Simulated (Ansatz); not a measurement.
TiZn2O4:
```xyz
14
Lattice="-2.9335 2.9694 4.3091 2.9335 -2.9694 4.3091 2.9335 2.9694 -4.3091" Properties=species:S:1:pos:R:3 pbc="T T T"
Ti     0.0000     0.0000     4.3091
Ti     2.9335     0.0000     0.0000
Zn     0.0000     4.4540     1.1979
Zn     2.9335    -1.4847     3.1113
Zn     1.4668     1.4847     2.1546
Zn    -1.4668     1.4847     2.1546
O      0.0000     0.0781     2.3662
O      2.9335     2.8913     1.9429
O      0.0000     2.8913     2.3662
O      2.9335     0.0781     1.9429
O     -1.3179     1.4847     4.3418
O      4.2515     1.4847    -0.0327
O      1.3179     1.4847     4.3418
O      1.6156     1.4847    -0.0327
```

This is the PBEsol-relaxed structure. Cartesian axes are those of the cell as given.

Task: All from PBEsol (plane waves, PAW; program Ansatz), unless another level is named. Predict the smallest direct gap on the standard path.

Result: 1.71 eV.

Task: And the band gap?

Result: 1.45 eV (indirect).

Task: Predict the valence-band maximum.

Result: at X (k = 0.500, 0.500, 0.500 in fractions of the reciprocal vectors).

Space group Imma. The first step of the workflow began from a Materials Project structure, measured or hypothetical; the Crystallography Open Database copy checked does not list it. COD files the formula under space group No. 95. Its standing as an ambient phase is unchecked. Symmetry was held in the PBEsol relaxation; phonons show weakly imaginary modes. The run is not spin-polarised.

Potentials: the later of the program's two PAW sets.
